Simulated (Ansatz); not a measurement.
Starting cell, SiC (zinc blende):

```
SiC
1.0
    0.00000     4.35662     4.35662
    2.17831     0.00000     2.17831
    2.17831     2.17831     0.00000
C Si
2 2
Cartesian
  3.26747   3.26747   3.26747
  3.26747   5.44578   5.44578
  0.00000   0.00000   0.00000
  2.17831   2.17831   4.35662
```

The atoms are displaced by Q × the pattern below (from a DFPT mode at L = (0.5, 0.0, 0.0), largest move 1; Q in Å), at fixed cell. It is one choice among 2 degenerate patterns. (q is in reciprocal vectors of the primitive cell; the cell shown is doubled to hold the pattern.)

```json
[
 {"atom": "C1", "x": "-0.285", "y": "0.520", "z": "-0.805"},
 {"atom": "C2", "x": "0.285", "y": "-0.520", "z": "0.805"},
 {"atom": "Si3", "x": "-0.108", "y": "0.196", "z": "-0.304"},
 {"atom": "Si4", "x": "0.108", "y": "-0.196", "z": "0.304"}
]
```

Computed with r2SCAN (plane waves to 500 eV, PAW, scalar-relativistic; Ansatz, a program for electronic structure). k mesh 13×13×13 (Γ-centred), Fermi-Dirac smearing 0.05 eV. SiC was relaxed with its symmetry unable to fall. The PAW data are Ansatz's earlier set. 

```json
[
 {"Q (Å)": "-0.180", "−dE/dQ from forces (eV/Å)": "13.359"},
 {"Q (Å)": "-0.150", "−dE/dQ from forces (eV/Å)": "10.921"},
 {"Q (Å)": "-0.120", "−dE/dQ from forces (eV/Å)": "8.603"},
 {"Q (Å)": "-0.090", "−dE/dQ from forces (eV/Å)": "6.376"},
 {"Q (Å)": "-0.060", "−dE/dQ from forces (eV/Å)": "4.215"},
 {"Q (Å)": "-0.030", "−dE/dQ from forces (eV/Å)": "2.097"},
 {"Q (Å)": "0.000", "−dE/dQ from forces (eV/Å)": "0.000"},
 {"Q (Å)": "0.030", "−dE/dQ from forces (eV/Å)": "-2.097"},
 {"Q (Å)": "0.060", "−dE/dQ from forces (eV/Å)": "-4.215"},
 {"Q (Å)": "0.090", "−dE/dQ from forces (eV/Å)": "-6.376"},
 {"Q (Å)": "0.120", "−dE/dQ from forces (eV/Å)": "-8.603"},
 {"Q (Å)": "0.150", "−dE/dQ from forces (eV/Å)": "-10.921"},
 {"Q (Å)": "0.180", "−dE/dQ from forces (eV/Å)": "-13.359"}
]
```

Question: What harmonic wavenumber does the curvature at Q = 0 give?

Answer: 770 cm⁻¹. E″ = 69.79 eV/Å², M = Σ mᵢ|uᵢ|² = 32.0 u, ν̃ = 521.5·√(|E″|/M).

(For displaced atoms, the force is minus the slope of the energy, and its curvature is a force constant, which sets phonon frequencies.)
